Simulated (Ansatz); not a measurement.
ReW:
```
ReW
1.0
    3.14680     0.00000     0.00000
    0.00000     3.14680     0.00000
    0.00000     0.00000     3.14680
W Re
1 1
Direct
  0.00000   0.00000   0.00000
  0.50000   0.50000   0.50000
```

Relaxed with PBE. Special points in fractions of this cell's reciprocal vectors: Γ (0.000, 0.000, 0.000); X (0.000, 0.500, 0.000); M (0.500, 0.500, 0.000); R (0.500, 0.500, 0.500).

Q: List the band energies nearest the Fermi level at these points for plane-wave PAW PBE with spin–orbit coupling (Ansatz code).

A: In eV from the Fermi level; about four levels below and three above (degenerate sets whole), none deeper than 8.9 eV; points with the same levels are listed once.

| k | below | above |
|---|---|---|
| Γ | -2.35 -2.35 -2.35 -2.35 -1.79 -1.79 | 1.40 1.40 1.40 1.40 |
| X | -0.73 -0.73 -0.05 -0.05 | 1.09 1.09 2.03 2.03 |
| M | -0.02 -0.02 -0.01 -0.01 | 0.88 0.88 1.27 1.27 |
| R | -3.40 -3.40 -3.40 -3.40 | 1.62 1.62 1.62 1.62 |

Space group Pm-3m (CsCl type). A made-up cell: these elements were put on the sites of a structure type; neither database checked (COD, Materials Project) lists it. Whether it is the stable phase at ambient conditions was not checked. The PBE relaxation kept the symmetry of its start; its stability against distortions is not shown here. The run is not spin-polarised.

Potentials: the later of the program's two PAW sets.
